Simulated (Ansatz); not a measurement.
Relaxed-ion elastic tensor of SnMo2C in space group P6_3/mmc (No. 194; Sn on 2d, Mo on 4f, C on 2a) in GPa (Voigt order), plane-wave PAW PBEsol (Ansatz code); density 9.28 g/cm³, 14.44 Å³ per atom.

|  | 1 | 2 | 3 | 4 | 5 | 6 |
|---|---|---|---|---|---|---|
| 1 | 286 | 158 | 147 | 0.0 | 0.0 | 0.0 |
| 2 | 158 | 286 | 147 | 0.0 | 0.0 | 0.0 |
| 3 | 147 | 147 | 329 | 0.0 | 0.0 | 0.0 |
| 4 | 0.0 | 0.0 | 0.0 | 54.0 | 0.0 | 0.0 |
| 5 | 0.0 | 0.0 | 0.0 | 0.0 | 54.0 | 0.0 |
| 6 | 0.0 | 0.0 | 0.0 | 0.0 | 0.0 | 64.0 |

Task: Is the crystal mechanically stable?

Result: Yes: the smallest eigenvalue of C is 54.0 GPa.

Task: Work out the Voigt, Reuss and Hill averages.

Result: K_V = 201, K_R = 200, K_H = 200; G_V = 64.4, G_R = 62.5, G_H = 63.5 GPa.

Task: Give Young's modulus, Poisson's ratio, Pugh's ratio and the universal anisotropy index.

Result: E = 9KG/(3K + G) = 172 GPa; ν = 0.36; K/G = 3.16 (ductile by the Pugh limit of 1.75); A_U = 5G_V/G_R + K_V/K_R − 6 = 0.15.

Task: Estimate the sound speeds and the Debye temperature.

Result: v_l = √((K + 4G/3)/ρ) = 5540 m/s, v_t = √(G/ρ) = 2620 m/s, mean 2940 m/s; Θ = (h/k)(3n/4πV)^(1/3) v_m = 360 K.

Task: Solve the Christoffel equation for the three sound speeds along x, y, z.

Result: Eigenvalues of C_ijkl n_j n_l equal ρv². In km/s, slowest first: x 2.41, 2.63, 5.55; y 2.41, 2.63, 5.55; z 2.41, 2.41, 5.96.

Task: How much does each axis shrink under pressure?

Result: Linear compressibilities β_i = Σ_j S_ij (j = 1 to 3): x 1.8, y 1.8, z 1.5 per TPa.

The start of the workflow was typed in or built on a structure type; neither database checked (COD, Materials Project) lists it. Whether it is the stable phase at ambient conditions was not checked. The PBEsol relaxation kept the symmetry of its start; whether a distortion lowers the energy is not shown. No spin polarisation was allowed. As this level gives no gap, shear constants depend on the k-mesh and smearing (Fermi–Dirac, 0.1 eV here). Scalar-relativistic: spin–orbit coupling is off unless named, which matters more the heavier the elements.

Potentials: the earlier of the program's two PAW sets. The files were generated under PBE; for other functionals the program regenerates the frozen cores, and for LDA and PBEsol the local potential too.
